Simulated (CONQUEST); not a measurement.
# Variants of one calculation on CsPbCl3 (Pm-3m, 5 atoms in the cell; from Materials Project mp-23037, lattice scaled a little)

```
CELL_PARAMETERS angstrom
      5.74232     0.00000     0.00000
      0.00000     5.74232     0.00000
      0.00000     0.00000     5.74232
ATOMIC_POSITIONS crystal
  Cs 0.00000 0.00000 0.00000
  Pb 0.50000 0.50000 0.50000
  Cl 0.00000 0.50000 0.50000
  Cl 0.50000 0.00000 0.50000
  Cl 0.50000 0.50000 0.00000
```

Base run A: PBE, numerical atomic orbitals double-zeta with polarisation (the shipped basis), PseudoDojo norm-conserving potentials made for PBE run with CONQUEST 1.3, self-consistent single point.

Its settings: basis = DZP; Diag.MPMeshX, Y, Z = 4 4 4; potentials = PseudoDojo norm-conserving PBE; Grid.GridCutoff = 140 Ha; DM.SolutionMethod = diagon; Diag.kT = 0.0001 Ha; Diag.GammaCentred = true; minE.SCTolerance = 1.0e-07; SC.MaxIters = 100; SC.LinearMixingFactor = 0.3; AtomMove.TypeOfRun = static.

Spin-orbit coupling is left out, which matters for bands and gaps with elements this heavy. The program uses no crystal symmetry, so grid and mesh can part values that symmetry would make equal. The atom-centred basis is finite, which shifts total energies, pressures and gaps against plane waves. The structure comes from a collection of computed structures, made at another level of theory; the collection holds predicted forms beside known ones. Its lattice was then scaled.

ΔF is the free energy per atom less that of run A. 

```json
[
 {"run": "A", "change": "base", "ΔF (meV/atom)": "0.00", "pressure (GPa)": "0.04", "gap on the mesh (eV)": "2.230"},
 {"run": "B", "change": "lattice vector a scaled by 0.99", "ΔF (meV/atom)": "0.71", "pressure (GPa)": "0.29", "gap on the mesh (eV)": "2.173"},
 {"run": "C", "change": "lattice vector a scaled by 1.01", "ΔF (meV/atom)": "0.49", "pressure (GPa)": "-0.17", "gap on the mesh (eV)": "2.217"},
 {"run": "D", "change": "atom 5 moved by -0.04 angstrom along y", "ΔF (meV/atom)": "0.00", "pressure (GPa)": "0.04", "gap on the mesh (eV)": "2.232"},
 {"run": "E", "change": "atom 5 moved by +0.04 angstrom along y", "ΔF (meV/atom)": "0.00", "pressure (GPa)": "0.04", "gap on the mesh (eV)": "2.232"}
]
```

Run C against A: The free energy is nearly the same (within 1 meV/atom), the pressure goes from 0.04 to -0.17 GPa and the gap on the mesh goes from 2.230 to 2.217 eV.

Run B against A: The free energy hardly moves (within 1 meV/atom), the pressure goes from 0.04 to 0.29 GPa and the gap on the mesh goes from 2.230 to 2.173 eV.
